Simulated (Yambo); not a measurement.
Yambo run on B$_{2}$O$_{3}$ (space group Cmc2_1, No. 36). The wavefunctions come from this Quantum ESPRESSO step (PBEsol, PseudoDojo standard norm-conserving files, scalar-relativistic):

```
&CONTROL
  calculation = 'nscf'
  pseudo_dir = './pseudo'
  outdir = './out'
/
&SYSTEM
  ibrav = 0
  nat = 10
  ntyp = 2
  ecutwfc = 84.0
  ecutrho = 336.0
  occupations = 'fixed'
  force_symmorphic = .true.
  nbnd = 119
/
&ELECTRONS
  conv_thr = 1e-08
  diago_full_acc = .true.
  diago_thr_init = 1e-08
/
ATOMIC_SPECIES
B 10.8100 B.upf
O 15.9990 O.upf
CELL_PARAMETERS angstrom
  3.908655000000  -2.309225000000   0.000000000000
  3.908655000000   2.309225000000   0.000000000000
  0.000000000000   0.000000000000   4.133430000000
ATOMIC_POSITIONS crystal
B   0.005560000000   0.324440000000   0.567790000000
B   0.994440000000   0.675560000000   0.067790000000
B   0.675560000000   0.994440000000   0.567790000000
B   0.324440000000   0.005560000000   0.067790000000
O   0.754880000000   0.245120000000   0.500190000000
O   0.245120000000   0.754880000000   0.000190000000
O   0.921120000000   0.660520000000   0.418410000000
O   0.078880000000   0.339480000000   0.918410000000
O   0.339480000000   0.078880000000   0.418410000000
O   0.660520000000   0.921120000000   0.918410000000
K_POINTS automatic
4 4 4 0 0 0
```

Yambo input:

```
rim_cut
gw0
dyson
el_el_corr
HF_and_locXC
ppa
em1d
RandQpts= 1000000
RandGvec= 1 Ry
EXXRLvcs= 84 Ry
VXCRLvcs= 336 Ry
Chimod= "HARTREE"
% BndsRnXp
 1 | 118 |
%
NGsBlkXp= 7 Ry
% LongDrXp
 1.0 | 1.0 | 1.0 |
%
PPAPntXp= 27.2114 eV
% GbndRnge
 1 | 118 |
%
GTermKind= "BG"
DysSolver= "n"
ExtendOut
% QPkrange
 1 | 1 | 24 | 25 |
 3 | 3 | 24 | 25 |
 7 | 7 | 24 | 25 |
 9 | 9 | 24 | 25 |
%
```

k points by index: 1 = Γ, 3 = (0, 0, -0.5), 7 = (0, -0.5, 0), 9 = (0, -0.5, -0.5).

Resulting energies as the program prints them:

```
#    K-point    Band    Eo [eV]    E [eV]    E-Eo [eV]    Vxc [eV]    Vnlxc [eV]    Sc|Eo [eV]    Sc|E [eV]    dSc/dw|Eo [eV]    Re(Z)    Im(Z)
#
    1    24    -0.240703    -1.736427    -1.495724    -20.11761    -26.02310    4.101119    4.409768    -5.614873    0.828951    -0.843889E-3
    1    25    8.556284    9.641794    1.085510    -12.85748    -7.582092    -4.024070    -4.189877    -4.156174    0.867500    -0.660584E-3
    3    24    0.000000    -1.511734    -1.511734    -20.36567    -26.52305    4.330690    4.645653    -5.669052    0.827585    -0.843087E-3
    3    25    8.933881    10.59495    1.661073    -13.97403    -7.561519    -4.479775    -4.751438    -4.450147    0.859446    -0.694195E-3
    7    24    -0.192721    -1.701239    -1.508519    -20.35011    -26.50996    4.337630    4.651322    -5.658217    0.827858    -0.841313E-3
    7    25    9.604448    11.47667    1.872225    -14.28998    -7.885751    -4.222926    -4.532001    -4.492006    0.858311    -0.709521E-3
    9    24    -0.309465    -1.831865    -1.522400    -20.28580    -26.47355    4.349205    4.665351    -5.650483    0.828053    -0.843043E-3
    9    25    9.467895    11.19244    1.724549    -14.03503    -7.650721    -4.375878    -4.659758    -4.479121    0.858660    -0.705387E-3
```
(The two width columns are left out.) Convergence of these settings isn't established.

Geometry of the Materials Project entry, not relaxed at this level.

The structure is a Materials Project entry; no match was found in the copy of COD used, and its stability was not checked.
